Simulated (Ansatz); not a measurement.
**Be (sc type) under strong compression**

```yaml
crystal:
  lattice:
    - [2.14141, 0.00000, 0.00000]
    - [0.00000, 2.14141, 0.00000]
    - [0.00000, 0.00000, 2.14141]
  atoms:
    - { symbol: Be, position: [0.00000, 0.00000, 0.00000] }
```

The cell comes from a relaxation on PAW files under the same functional, begun from a prototype that needn't be the stable phase.

Its volume is scaled at fixed shape and fractional positions.

All numbers are LDA results (scalar-relativistic) from Ansatz 0.2.0, with a Γ-centred 21×21×21 k mesh, Fermi–Dirac smearing of 0.1 eV, no spin polarisation. Methods: LAPW: all electrons, basis error target 1 meV/atom; PAW: frozen-core files, cutoff 420 eV; crystal datasets: all electrons, by PAW datasets that the program makes for each cell; norm-conserving: pseudopotentials, cutoff 1197 eV; PAW (cutoff 1000 eV): frozen-core files, cutoff 1000 eV.

Energies are extrapolated to zero smearing and count from the unscaled cell; pressure is positive in compression; gaps take the mesh and a band path. No temperature or zero-point motion is included.

The PAW files were made under PBE. The structure type is held throughout; the real material can change phase at far lower pressure.

```json
{"V/V0": "1.00", "V (Å³/atom)": "9.82", "P LAPW (GPa)": "-0.02", "ΔE LAPW (eV/atom)": "0.000", "P PAW − LAPW (GPa)": "0.03", "ΔE PAW − LAPW (meV/atom)": "0.0"}
{"V/V0": "0.90", "V (Å³/atom)": "8.84", "P LAPW (GPa)": "10.05", "ΔE LAPW (eV/atom)": "0.028", "P PAW − LAPW (GPa)": "0.04", "ΔE PAW − LAPW (meV/atom)": "0.4"}
{"V/V0": "0.80", "V (Å³/atom)": "7.86", "P LAPW (GPa)": "?", "ΔE LAPW (eV/atom)": "?", "P PAW − LAPW (GPa)": "?", "ΔE PAW − LAPW (meV/atom)": "?"}
{"V/V0": "0.70", "V (Å³/atom)": "6.87", "P LAPW (GPa)": "51.3", "ΔE LAPW (eV/atom)": "0.366", "P PAW − LAPW (GPa)": "0.11", "ΔE PAW − LAPW (meV/atom)": "1.6"}
{"V/V0": "0.60", "V (Å³/atom)": "5.89", "P LAPW (GPa)": "92.7", "ΔE LAPW (eV/atom)": "0.796", "P PAW − LAPW (GPa)": "0.19", "ΔE PAW − LAPW (meV/atom)": "2.7"}
{"V/V0": "0.50", "V (Å³/atom)": "4.91", "P LAPW (GPa)": "166.6", "ΔE LAPW (eV/atom)": "1.568", "P PAW − LAPW (GPa)": "0.27", "ΔE PAW − LAPW (meV/atom)": "4.2"}
{"V/V0": "0.40", "V (Å³/atom)": "3.93", "P LAPW (GPa)": "305.7", "ΔE LAPW (eV/atom)": "2.961", "P PAW − LAPW (GPa)": "0.09", "ΔE PAW − LAPW (meV/atom)": "6.1"}
```

**Question.** Fit the Vinet equation to the LAPW pressures shown (residuals weighted by 1/(|P| + 0.03·Pmax)), and predict the pressure of the withheld row.

**Answer.** The fit gives V0 = 9.82 Å³/atom, B0 = 79.3 GPa and B0′ = 3.46. At 7.86 Å³/atom, x = (V/V0)^(1/3) = 0.9284, and P = 3·B0·(1 − x)/x²·exp[1.5·(B0′ − 1)·(1 − x)] = 25.8 GPa. The run itself gave 25.9 GPa (-0.7 % off) and ΔE = 0.135 eV/atom.

**Question.** At the smallest volume, how far do crystal datasets and norm-conserving and PAW (cutoff 1000 eV) lie from LAPW in pressure?

**Answer.** crystal datasets: -0.01 GPa; norm-conserving: +3.07 GPa; PAW (cutoff 1000 eV): +0.04 GPa, on a LAPW pressure of 305.7 GPa.

**Question.** How do the Löwdin populations by LAPW change from the unscaled cell to the last row?

**Answer.** Be 2s 1.35 → 1.29 electrons an atom. These are projections on the shells that the free atoms fill; 0.65 e a cell lies outside them at the start and 0.73 e at the end.
